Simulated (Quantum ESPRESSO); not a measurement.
Parts of the isotropic shielding in BeS, by PBE GIPAW (a modified build of Quantum ESPRESSO, JTH PAW datasets), 20 Ha, k-mesh 6×6×6 shifted:

```xyz
2
Lattice="0.0000 2.4250 2.4250 2.4250 0.0000 2.4250 2.4250 2.4250 0.0000" Properties=species:S:1:pos:R:3 pbc="T T T"
Be     0.0000     0.0000     0.0000
S      1.2125     1.2125     1.2125
```
The cell was made here from an entry of the Crystallography Open Database (unchecked): atoms relaxed with PBE in the measured cell (PBE without dispersion, pw.x of Quantum ESPRESSO, symmetry kept).  Stability against distortions was not tested.

The core term is that of the free atom's frozen core; the paramagnetic column sums the reconstruction terms. Shieldings are absolute and leave out the bulk-susceptibility term; a larger σ means a smaller chemical shift. By our sweeps, such settings leave a few ppm in absolute σ. The datasets of S hold no d projectors, which limits absolute σ on these atoms.

```
site          core  bare (smooth current)  diamagnetic correction  paramagnetic corrections  σ_iso (ppm)
-----------  -----  ---------------------  ----------------------  ------------------------  -----------
Be (atom 1)    0.0                  -10.9                   113.4                       ___          ___
S (atom 2)   979.8                   42.9                   -10.0                       ___          ___
```

Q: What belongs in the gaps?

A: 
- Be (atom 1), paramagnetic corrections: -15.1
- Be (atom 1), σ_iso (ppm): 87.4
- S (atom 2), paramagnetic corrections: -340.5
- S (atom 2), σ_iso (ppm): 672.3
